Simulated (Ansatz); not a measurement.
Ge:
```cif
data_Ge8
_chemical_formula_sum 'Ge8'
_space_group_name_H-M_alt 'P 1'
_space_group_IT_number 1
_cell_length_a 9.13316
_cell_length_b 9.13316
_cell_length_c 9.13316
_cell_angle_alpha 60.000
_cell_angle_beta 60.000
_cell_angle_gamma 60.000
loop_
_space_group_symop_operation_xyz
  'x, y, z'
loop_
_atom_site_label
_atom_site_type_symbol
_atom_site_fract_x
_atom_site_fract_y
_atom_site_fract_z
_atom_site_occupancy
Ge1 Ge 0.57160 0.28521 0.57160 1
Ge2 Ge 0.96479 0.67840 0.67840 1
Ge3 Ge 0.57160 0.57160 0.28521 1
Ge4 Ge 0.67840 0.96479 0.67840 1
Ge5 Ge 0.57160 0.57160 0.57160 1
Ge6 Ge 0.67840 0.67840 0.67840 1
Ge7 Ge 0.28521 0.57160 0.57160 1
Ge8 Ge 0.67840 0.67840 0.96479 1
```

Relaxed with PBE.

### Question
Which orbitals make up the states near the Fermi level in PBE (plane waves, PAW; program Ansatz)?

### Answer
Within 0.5 eV of the Fermi level: Ge 4p 81 %, Ge 4s 18 %. Projections are on Löwdin-orthogonalised atomic valence shells; empty p or d shells of many metals are not among them.

### Question
Tabulate the density of states.

### Answer
States/eV per cell of 8 atoms, in 0.25 eV bins, energy from the Fermi level.

```tsv
E (eV)	total	Ge 4p	Ge 4s	Ge 3d
-7.90	2.42	0.93	1.47	0.00
-7.65	0.93	0.37	0.55	0.00
-7.40	0.95	0.40	0.54	0.00
-7.15	2.02	0.88	1.13	0.00
-6.90	2.32	1.03	1.27	0.00
-6.65	1.35	0.61	0.73	0.00
-6.40	0.74	0.34	0.40	0.00
-6.15	0.41	0.18	0.22	0.00
-5.90	0.19	0.08	0.10	0.00
-5.65	2.41	0.80	1.58	0.00
-5.40	13.62	4.25	9.25	0.01
-5.15	0.00	0.00	0.00	0.00
-4.90	0.00	0.00	0.00	0.00
-4.65	0.08	0.07	0.01	0.00
-4.40	0.26	0.21	0.04	0.00
-4.15	0.50	0.41	0.09	0.00
-3.90	0.85	0.70	0.14	0.00
-3.65	1.41	1.16	0.23	0.00
-3.40	2.56	2.12	0.40	0.00
-3.15	2.24	1.92	0.28	0.00
-2.90	0.97	0.88	0.08	0.00
-2.65	4.09	3.81	0.21	0.00
-2.40	7.01	6.79	0.11	0.01
-2.15	9.24	9.00	0.10	0.01
-1.90	2.52	2.44	0.04	0.00
-1.65	0.27	0.26	0.00	0.00
-1.40	0.18	0.17	0.00	0.00
-1.15	6.71	6.46	0.18	0.00
-0.90	8.35	7.95	0.31	0.00
-0.65	5.79	5.07	0.64	0.00
-0.40	6.23	5.32	0.83	0.00
-0.15	4.87	4.08	0.73	0.00
0.10	3.57	2.83	0.67	0.00
0.35	9.13	7.06	1.88	0.01
0.60	6.03	4.51	1.33	0.00
0.85	4.17	3.21	0.82	0.00
1.10	1.96	1.43	0.46	0.00
1.35	3.49	2.25	1.02	0.00
1.60	4.15	3.29	0.61	0.00
1.85	4.51	3.79	0.45	0.00
2.10	4.45	3.69	0.46	0.00
2.35	3.98	3.34	0.38	0.00
2.60	3.54	3.01	0.30	0.00
2.85	3.99	3.31	0.36	0.00
3.10	4.76	3.60	0.46	0.00
3.35	5.76	3.47	0.41	0.00
3.60	4.96	3.13	0.38	0.00
3.85	7.29	3.63	0.55	0.00
4.10	7.49	3.60	0.61	0.00
4.35	5.44	2.07	0.31	0.00
4.60	9.28	3.09	0.26	0.00
4.85	9.94	4.01	0.37	0.00
```

Space group Fd-3m. The start of the workflow was typed in or built on a structure type. Its sites differ from those of the usual phase in this space group: another stacking or structure type. The PBE relaxation kept the symmetry of its start; its stability against distortions is not shown here. The volume moved by 55 % from the start of the relaxation. Scalar-relativistic: spin–orbit coupling is off unless named, which matters more the heavier the elements.

Potentials: the later of the program's two PAW sets.
